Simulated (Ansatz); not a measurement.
The following input was run with Ansatz 0.2.0.

```yaml
crystal:
  lattice:
    - [0.0, 3.7375349942, 3.7375349942]
    - [3.7375349942, 0.0, 3.7375349942]
    - [3.7375349942, 3.7375349942, 0.0]
  atoms:
    - { symbol: In, position: [0.25, 0.25, 0.25] }
    - { symbol: In, position: [0.75, 0.75, 0.75] }
    - { symbol: In, position: [0.5, 0.5, 0.5] }
    - { symbol: Ga, position: [0.0, 0.0, 0.0] }
basis:
  ecutwfc: 500
kpoints:
  mp_grid: { grid: [10, 10, 10] }
hamiltonian:
  xc: r2scan
scf:
  occupations: { method: gaussian, width: 0.1 }
output:
  forces: true
  stress: true
  eigenvalues: true
```

Run as
```bash
ansatz run input.yaml --threads 1 --pin off --max-ram 2560MiB --backend cpu --events-out ev --progress --plain --runs-dir out
```

These are results of Ansatz, DFT r2SCAN, scalar-relativistic, plane waves, PAW, not measurements.

Part of what the program printed, abridged (iterations and final results):

```
SCF iter   1: F=—  HF=-20625.331152 eV  |F-HF|=—  |Δ(HF+E_count)|=         —  Δρ=8.01e-3  dr2=3.35e-2  dr2_τ=3.31e-3  ethr=1.77e-3  ⟨swp⟩=6.2  Hψ=6526  notcnv=0
SCF iter   2: F=—  HF=-20625.338835 eV  |F-HF|=—  |Δ(HF+E_count)|=   7.68e-3  Δρ=2.96e-3  dr2=4.62e-3  dr2_τ=2.66e-4  ethr=6.43e-5  ⟨swp⟩=2.0  Hψ=3330  notcnv=0  defer=54
SCF iter   3: F=—  HF=-20625.338946 eV  |F-HF|=—  |Δ(HF+E_count)|=   1.12e-4  Δρ=1.29e-3  dr2=8.24e-4  dr2_τ=3.10e-5  ethr=8.88e-6  ⟨swp⟩=2.0  Hψ=2675  notcnv=0  defer=54
SCF iter   4: F=—  HF=-20625.338966 eV  |F-HF|=—  |Δ(HF+E_count)|=   1.95e-5  Δρ=2.85e-4  dr2=5.82e-5  dr2_τ=1.37e-6  ethr=1.58e-6  ⟨swp⟩=2.0  Hψ=2675  notcnv=0  defer=54
SCF iter   5: F=—  HF=-20625.339050 eV  |F-HF|=—  |Δ(HF+E_count)|=   8.47e-5  Δρ=8.55e-5  dr2=7.76e-6  dr2_τ=1.27e-7  ethr=1.12e-7  ⟨swp⟩=2.0  Hψ=2666  notcnv=0  defer=54
SCF iter   6: F=—  HF=-20625.339065 eV  |F-HF|=—  |Δ(HF+E_count)|=   1.46e-5  Δρ=2.66e-5  dr2=7.23e-7  dr2_τ=2.10e-8  ethr=1.49e-8  ⟨swp⟩=2.0  Hψ=2672  notcnv=0  defer=54
SCF iter   7: F=-20625.339066 eV  HF=-20625.339066 eV  |F-HF|=2.07e-8  |Δ(HF+E_count)|=   6.34e-7  Δρ=5.29e-6  dr2=1.98e-8  dr2_τ=6.62e-10  ethr=1.92e-10  ⟨swp⟩=9.5  Hψ=7657  notcnv=0
SCF 1 converged in 7 iterations: F = -20625.339066 eV  dr2 = 1.98e-8
SCF converged after 7 iterations
Free energy (F): -20625.339066 eV
Harris-Foulkes:  -20625.339066 eV  (|F-HF|=2.07e-8)
Internal energy: -20625.327215 eV  (E = F + TS)
E sigma→0 (E₀):  -20625.333140 eV
Entropy (-TS):   -0.011850 eV (-2.963 meV/atom)
Fermi energy:    9.108824 eV
--- Per-component energies (eV) ---
  E_band       = -178.820700
  E_kinetic    = 834.878952
  E_local      = -5232.897091  (includes V_loc(G=0)·N_el)
  E_nonlocal   = 1522.429437
  E_hartree    = 2195.419986
  E_xc         = -665.765486
  E_vxc        = -380.980805  (∫ρ·V_xc dr)
  E_paw        = -14542.566297  (= ΣΔE_a)
  E_vpaw       = -1339.424219  (= ΣTr[D̂ρ^β])
  E_aug_tail   = -0.000019  (compensation charges beyond the density's cutoff)
  E_vtau       = 26.337302  (kinetic-family band-sum trace: ∫τ·v_τ [+ j·A + Jᵃ·Aᵃ] dr)
  E_ewald      = -4739.070267
  E_core_change = 2.243568  (= ΣΔE_core)
  E_smearing   = -0.011850  (= −TS)
--- Forces (eV/Å), atoms counted from 1 ---
  atom   1  In     0.00000000     0.00000000     0.00000000
  atom   2  In     0.00000000     0.00000000     0.00000000
  atom   3  In     0.00000000     0.00000000     0.00000000
  atom   4  Ga     0.00000000     0.00000000     0.00000000
--- Stress (GPa, compression-positive) ---
       -2.047138       0.000000       0.000000
        0.000000      -2.047138       0.000000
        0.000000       0.000000      -2.047138
  P = ⅓ Tr σ = -2.0471 GPa (-20.471 kbar)
--- Band table (eV; the first three rows and the last of 47) ---
  k-point 0: bands = ["-6.2685", "-6.2685", "-6.2344", "-6.2344", "-6.2344", "-6.0926", "-6.0926", "-6.0926", "-6.0641", "-6.0641", "-6.0020", "-6.0020", "-6.0020", "-5.8352", "-5.8352", "-5.8181", "-5.8181", "-5.7609", "-5.7609", "-5.7609", "-0.7096", "6.0870", "7.0831", "9.2882", "9.2882", "9.2882", "9.3522", "9.3522", "9.3522", "10.1106", "10.4928", "10.4928"]
  k-point 1: bands = ["-6.2628", "-6.2628", "-6.2357", "-6.2357", "-6.2357", "-6.1070", "-6.1016", "-6.1016", "-6.0655", "-6.0655", "-5.9888", "-5.9888", "-5.9725", "-5.8370", "-5.8370", "-5.8232", "-5.8232", "-5.7764", "-5.7604", "-5.7604", "-0.6200", "5.8536", "6.7251", "8.6371", "8.7734", "8.7734", "9.1990", "10.0084", "10.0084", "10.2994", "10.2994", "10.8738"]
  k-point 2: bands = ["-6.2479", "-6.2479", "-6.2441", "-6.2390", "-6.2390", "-6.1196", "-6.1196", "-6.1078", "-6.0635", "-6.0635", "-5.9631", "-5.9631", "-5.9296", "-5.8447", "-5.8447", "-5.8348", "-5.8348", "-5.8140", "-5.7592", "-5.7592", "-0.3499", "4.9447", "6.2845", "8.2275", "8.4054", "8.4054", "9.1302", "9.7429", "9.7429", "10.9456", "10.9456", "12.6742"]
  k-point 46: bands = ["-6.2526", "-6.2491", "-6.2398", "-6.2231", "-6.2127", "-6.1487", "-6.1321", "-6.1199", "-6.0565", "-5.9972", "-5.9662", "-5.9385", "-5.9138", "-5.8812", "-5.8734", "-5.8717", "-5.8571", "-5.8061", "-5.7626", "-5.7249", "2.6129", "2.9483", "3.3494", "3.5644", "8.2838", "8.5581", "10.0397", "10.3322", "13.8890", "14.2139", "14.4455", "14.9497"]
```

The run converged.

It took 16 s on 1 thread of Arm Neoverse V2, with other jobs on the host, peak memory 0.71 GiB.